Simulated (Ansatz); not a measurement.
**GaN (zinc blende): frozen-phonon scan**

GaN (zinc blende)

```
GaN
1.0
    0.00000     4.54850     4.54850
    2.27425     2.27425     4.54850
    2.27425     2.27425     0.00000
N Ga
2 2
Direct
  0.00000   0.75000   0.75000
  0.50000   0.75000   0.75000
  0.00000   0.00000   0.00000
  0.50000   0.00000   0.00000
```

The atoms are displaced by Q × the pattern below (from a DFPT mode at X = (0.5, 0.5, 0.0), largest move 1; Q in Å), at fixed cell. (q is in reciprocal vectors of the primitive cell; the cell shown is doubled to hold the pattern.)

```csv
atom,x,y,z
Ga3,0.000,0.000,-1.000
Ga4,0.000,0.000,1.000
```

Atoms not listed stay in place.

Computed with PBE (plane waves to 420 eV, PAW, scalar-relativistic; Ansatz, a first-principles code). k mesh 12×12×12 (Γ-centred), Fermi-Dirac smearing 0.05 eV. E stands for the smeared free energy. Stress and pressure are positive under compression. GaN was relaxed with its symmetry unable to fall. ΔE is measured from the undisplaced structure.

```json
[
 {"Q (Å)": "-0.100", "ΔE (meV/cell)": "280.2", "−dE/dQ from forces (eV/Å)": "5.574", "P (GPa)": "1.29"},
 {"Q (Å)": "-0.083", "ΔE (meV/cell)": "194.9", "−dE/dQ from forces (eV/Å)": "4.660", "P (GPa)": "0.90"},
 {"Q (Å)": "-0.067", "ΔE (meV/cell)": "124.9", "−dE/dQ from forces (eV/Å)": "3.738", "P (GPa)": "0.58"},
 {"Q (Å)": "-0.050", "ΔE (meV/cell)": "70.3", "−dE/dQ from forces (eV/Å)": "2.810", "P (GPa)": "0.33"},
 {"Q (Å)": "-0.033", "ΔE (meV/cell)": "31.3", "−dE/dQ from forces (eV/Å)": "1.876", "P (GPa)": "0.15"},
 {"Q (Å)": "-0.017", "ΔE (meV/cell)": "7.8", "−dE/dQ from forces (eV/Å)": "0.939", "P (GPa)": "0.04"},
 {"Q (Å)": "0.000", "ΔE (meV/cell)": "0.0", "−dE/dQ from forces (eV/Å)": "0.000", "P (GPa)": "0.01"},
 {"Q (Å)": "0.017", "ΔE (meV/cell)": "7.8", "−dE/dQ from forces (eV/Å)": "-0.939", "P (GPa)": "0.04"},
 {"Q (Å)": "0.033", "ΔE (meV/cell)": "31.3", "−dE/dQ from forces (eV/Å)": "-1.876", "P (GPa)": "0.15"},
 {"Q (Å)": "0.050", "ΔE (meV/cell)": "70.3", "−dE/dQ from forces (eV/Å)": "-2.810", "P (GPa)": "0.33"},
 {"Q (Å)": "0.067", "ΔE (meV/cell)": "124.9", "−dE/dQ from forces (eV/Å)": "-3.738", "P (GPa)": "0.58"},
 {"Q (Å)": "0.083", "ΔE (meV/cell)": "194.9", "−dE/dQ from forces (eV/Å)": "-4.660", "P (GPa)": "0.90"},
 {"Q (Å)": "0.100", "ΔE (meV/cell)": "280.2", "−dE/dQ from forces (eV/Å)": "-5.574", "P (GPa)": "1.29"}
]
```

Derived quantities:

| Item | Result |
|---|---|
| Energy at Q = 0.100 Å | 280.2 meV/cell |
| Space group of the distorted cell | P-4m2 (No. 115), lowered from F-43m |
| Symmetry of the curve | even: the same for both signs |
| Shape of the curve | a single well with its minimum at or next to zero displacement |
| Harmonic wavenumber from the curvature (finite differences) | 331 cm⁻¹ |
| Wavenumber by perturbation theory (DFPT, on another k mesh) | 331 cm⁻¹ |

(For displaced atoms, the force is minus the slope of the energy, and its curvature is a force constant, which sets phonon frequencies.)
